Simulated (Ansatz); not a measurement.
# Band table of MgTl

```
CELL_PARAMETERS angstrom
3.62800 0.00000 0.00000
0.00000 3.62800 0.00000
0.00000 0.00000 3.62800
ATOMIC_POSITIONS crystal
Mg 0.00000 0.00000 0.00000
Tl 0.50000 0.50000 0.50000
```

The base volume is that of a database entry, so it needn't be at zero pressure; the structure needn't be the stable phase, at rest or compressed.

Computed with Ansatz 0.2.0; functional PBEsol, scalar-relativistic. Settings: a Γ-centred 10×10×10 k mesh, Fermi–Dirac smearing of 0.05 eV, no spin polarisation. Methods: LAPW: all electrons, basis error target 1 meV/atom.

Spin–orbit coupling is left out, which matters for the heavy atoms.

Path points, in fractions of the reciprocal vectors: Γ (0.000, 0.000, 0.000), X (0.000, 0.500, 0.000), M (0.500, 0.500, 0.000), R (0.500, 0.500, 0.500). The distance column jumps between branches of the path. Levels in eV from the Fermi level; bands 16 to 25, counted from the lowest band of the run. The gap is zero, the pressure -0.29 GPa.

```
# k(1/Å) point b16 b17 b18 b19 b20 b21 b22 b23 b24 b25
0.000 Γ -11.75 -11.75 -11.39 -11.39 -11.39 -9.62 2.44 2.44 2.44 3.50
0.124 - -11.75 -11.73 -11.40 -11.40 -11.39 -9.56 1.51 2.51 2.51 3.95
0.247 - -11.74 -11.69 -11.41 -11.41 -11.39 -9.38 0.13 2.71 2.71 4.27
0.371 - -11.74 -11.64 -11.44 -11.44 -11.38 -9.07 -1.23 3.04 3.04 4.56
0.495 - -11.73 -11.58 -11.47 -11.47 -11.38 -8.66 -2.50 3.47 3.47 4.90
0.619 - -11.72 -11.53 -11.50 -11.50 -11.38 -8.15 -3.62 3.97 3.97 5.32
0.742 - -11.72 -11.51 -11.51 -11.50 -11.37 -7.63 -4.51 4.45 4.45 5.76
0.866 X -11.71 -11.52 -11.52 -11.48 -11.37 -7.37 -4.90 4.69 4.69 6.01
0.990 - -11.70 -11.53 -11.52 -11.47 -11.38 -7.32 -4.82 3.77 4.77 5.39
1.113 - -11.68 -11.57 -11.52 -11.44 -11.40 -7.17 -4.61 2.39 4.20 5.00
1.237 - -11.65 -11.62 -11.51 -11.42 -11.39 -6.91 -4.28 1.02 3.00 5.38
1.361 - -11.67 -11.62 -11.51 -11.45 -11.32 -6.55 -3.84 -0.26 1.89 5.88
1.484 - -11.71 -11.60 -11.51 -11.48 -11.25 -6.11 -3.32 -1.38 0.90 6.46
1.608 - -11.74 -11.60 -11.50 -11.50 -11.21 -5.67 -2.83 -2.23 0.12 7.01
1.732 M -11.76 -11.59 -11.50 -11.50 -11.19 -5.46 -2.59 -2.59 -0.22 7.27
1.907 - -11.73 -11.60 -11.50 -11.50 -11.22 -5.89 -2.52 -2.44 0.46 6.71
2.082 - -11.68 -11.62 -11.48 -11.48 -11.31 -6.79 -2.23 -2.00 2.04 5.61
2.257 - -11.65 -11.59 -11.46 -11.46 -11.43 -7.74 -1.69 -1.30 3.99 4.54
2.432 - -11.68 -11.55 -11.51 -11.44 -11.43 -8.54 -0.90 -0.39 3.65 5.27
2.607 - -11.71 -11.66 -11.44 -11.41 -11.41 -9.14 0.14 0.68 2.99 4.97
2.782 - -11.74 -11.73 -11.40 -11.39 -11.39 -9.50 1.40 1.80 2.58 4.39
2.956 Γ -11.75 -11.75 -11.39 -11.39 -11.39 -9.62 2.44 2.44 2.44 3.50
3.171 - -11.72 -11.72 -11.40 -11.40 -11.40 -9.44 1.31 1.86 1.86 5.02
3.385 - -11.65 -11.65 -11.45 -11.44 -11.44 -8.90 0.17 0.94 0.94 7.29
3.599 - -11.55 -11.55 -11.52 -11.49 -11.49 -8.02 -0.58 0.19 0.19 6.72
3.814 - -11.59 -11.57 -11.57 -11.42 -11.42 -6.85 -0.94 -0.27 -0.27 4.64
4.028 - -11.65 -11.63 -11.63 -11.30 -11.30 -5.48 -0.91 -0.43 -0.43 2.95
4.242 - -11.69 -11.68 -11.68 -11.21 -11.21 -4.21 -0.56 -0.37 -0.37 1.90
4.456 R -11.70 -11.70 -11.70 -11.18 -11.18 -3.62 -0.28 -0.28 -0.28 2.09
4.631 - -11.70 -11.69 -11.68 -11.21 -11.19 -4.01 -0.78 -0.23 -0.12 1.68
4.806 - -11.68 -11.67 -11.63 -11.30 -11.23 -4.85 -1.79 0.02 0.36 1.93
4.981 - -11.65 -11.63 -11.56 -11.41 -11.28 -5.72 -2.81 0.52 1.11 2.56
5.156 - -11.62 -11.59 -11.53 -11.49 -11.34 -6.44 -3.68 1.29 2.07 3.47
5.331 - -11.63 -11.57 -11.55 -11.43 -11.41 -6.96 -4.34 2.32 3.17 4.27
5.506 - -11.69 -11.53 -11.53 -11.46 -11.39 -7.27 -4.75 3.60 4.19 5.25
5.681 X -11.71 -11.52 -11.52 -11.48 -11.37 -7.37 -4.90 4.69 4.69 6.01
6.906 R -11.70 -11.70 -11.70 -11.18 -11.18 -3.62 -0.28 -0.28 -0.28 2.09
7.029 - -11.70 -11.69 -11.69 -11.20 -11.18 -3.82 -0.53 -0.53 0.07 1.52
7.153 - -11.71 -11.66 -11.66 -11.26 -11.19 -4.23 -1.02 -1.02 0.96 0.99
7.277 - -11.72 -11.63 -11.63 -11.34 -11.19 -4.65 -1.53 -1.53 0.55 2.15
7.400 - -11.73 -11.58 -11.58 -11.43 -11.19 -5.01 -1.97 -1.97 0.21 3.54
7.524 - -11.75 -11.54 -11.54 -11.52 -11.19 -5.26 -2.31 -2.31 -0.03 5.03
7.648 - -11.75 -11.57 -11.51 -11.51 -11.19 -5.41 -2.51 -2.51 -0.17 6.48
7.771 M -11.76 -11.59 -11.50 -11.50 -11.19 -5.46 -2.59 -2.59 -0.22 7.27
```
